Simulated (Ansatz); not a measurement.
A free-standing Janus 2H monolayer of PdSTe at its r2SCAN geometry, run in the PAW code Ansatz at 2 levels of theory. Note: simulated data, non-magnetic, for a generated structure that need not be the stable one.

The LDA input:
```yaml
crystal:
  lattice:
    - [3.9885839222, 0.0, 0.0]
    - [-1.9942919611, 3.4542150017, 0.0]
    - [0.0, 0.0, 30.6553102384]
  atoms:
    - { symbol: Pd, position: [0.3333333333, 0.6666666667, 0.294329222] }
    - { symbol: S, position: [0.6666666667, 0.3333333333, 0.333150449] }
    - { symbol: Te, position: [0.6666666667, 0.3333333333, 0.2532812735] }
  periodic: [true, true, false]
kpoints:
  mp_grid: { grid: [12, 12, 1] }
  band_path:
    path:
      - [0.0, 0.0, 0.0]
      - [0.5, 0.0, 0.0]
      - [0.3333333333, 0.3333333333, 0.0]
      - [-0.0625, 0.03125, 0.0]
      - [0.1, 0.0, 0.0]
    npoints: 1
hamiltonian:
  xc: lda
scf:
  occupations: { method: fixed }
  n_extra_bands: 4
output:
  forces: true
  stress: true
  eigenvalues: true
```

Main results, then, where recorded, the levels near the gap in eV from the Fermi energy (columns number the bands from 0), one row a point of the path (Γ, M, K, K–Γ (0.91), Γ–M (0.20)):
```
Crystal: 3 atoms, lattice volume = 422.351 Å³
Symmetry: 6 space group operations
Space group: P3m1 (ITA 156)
```
```
Basis set: ecut = 420 eV, 8335 PW (Γ)
k-points: 19 of 144 (time reversal used)
SCF converged after 10 iterations
Free energy (F): -14541.015963 eV
Fermi energy:    -4.301022 eV
--- Forces (eV/Å), atoms counted from 1 ---
  atom   1  Pd      0.00000      0.00000      0.02472
  atom   2  S       0.00000      0.00000    -0.41360
  atom   3  Te      0.00000      0.00000      0.38841
--- 2D stress c σ (N/m, compression-positive) ---
       -2.320774       0.000000       0.000000
        0.000000      -2.320774       0.000000
        0.000000       0.000000       0.000000
  P = ½ c Tr σ = -2.3208 N/m
```
```tsv
band_15	band_16	band_17	band_18	band_19	band_20	band_21	band_22
-3.899	-2.086	-0.220	-0.220	-0.004	0.794	0.794	2.066
-4.081	-2.982	-2.530	-2.017	-1.892	0.924	1.598	3.440
-3.391	-3.225	-2.864	-2.543	-1.973	0.220	1.830	4.830
-3.903	-2.105	-0.333	-0.251	0.009	0.635	0.769	2.253
-3.913	-2.154	-0.565	-0.332	-0.032	0.427	0.732	2.586
```

The LDA gap is indirect, 0.21 eV (K–Γ (0.91 of the way from K) to K), below the direct gap of 0.46 eV at Γ–M (0.20 of the way from Γ).

HSE06. Against the first input these blocks differ (the band path and keys that only write files left aside):
```yaml
kpoints:
  mp_grid: { grid: [6, 6, 1] }
hamiltonian:
  xc: hse06
```

```
Basis set: ecut = 420 eV, 8335 PW (Γ)
k-points: 7 of 36 (time reversal used)
Exchange kernel: α = 0.2500, screened, ω = 0.2079 Å⁻¹, Wigner–Seitz truncation, v(0) = 1046.7725 eV·Å³, q-mesh 6×6×1
hybrid outer 1: dexx = +9.339e-3 eV, tail = 7.76e-5 eV
hybrid outer 2: dexx = +1.111e-6 eV, tail = 4.31e-8 eV, Δε = 1.92e-3 eV, ΔF = 1.96e-2 eV/Å
hybrid outer 3: dexx = +1.302e-9 eV, tail = 8.02e-10 eV, Δε = 1.42e-4 eV, ΔF = 3.29e-4 eV/Å
hybrid SCF converged: 3 outer / 17 inner (+8 warm-up)
Free energy (F): -14862.244694 eV
Fermi energy:    -3.889770 eV
--- Forces (eV/Å), atoms counted from 1 ---
  atom   1  Pd      0.00000      0.00000      0.12094
  atom   2  S       0.00000      0.00000    -0.40374
  atom   3  Te      0.00000      0.00000      0.28285
--- 2D stress c σ (N/m, compression-positive) ---
       -0.437982       0.000000       0.000000
        0.000000      -0.437982       0.000000
        0.000000       0.000000       0.000000
  P = ½ c Tr σ = -0.4380 N/m
```
```tsv
band_15	band_16	band_17	band_18	band_19	band_20	band_21	band_22
-4.917	-3.242	-0.987	-0.987	0.000	0.642	0.642	2.451
-5.081	-4.342	-3.629	-3.037	-2.532	0.879	1.890	3.789
-4.730	-4.589	-3.716	-3.335	-3.126	0.096	2.154	5.080
-4.920	-3.261	-1.106	-1.029	-0.033	0.522	0.627	2.602
-4.929	-3.310	-1.366	-1.134	-0.217	0.430	0.605	2.846
```

With HSE06 the valence top lies at Γ and the conduction bottom at K, 0.10 eV higher; the smallest vertical gap, at K–Γ (0.91 of the way from K), is 0.56 eV. The mean stress, -0.4 N/m, is small, and the program warns that its thresholds are loose for a hybrid's stress.

Small level splittings and stresses of the hybrids carry the error of their coarser meshes.

Totals of different functionals can't be compared.

Spin-orbit coupling is left out, which matters wherever the heavy atoms make up the band edges.

For some runs the program warns that the potential is rough where the density is thin, which bears on empty states near the vacuum.
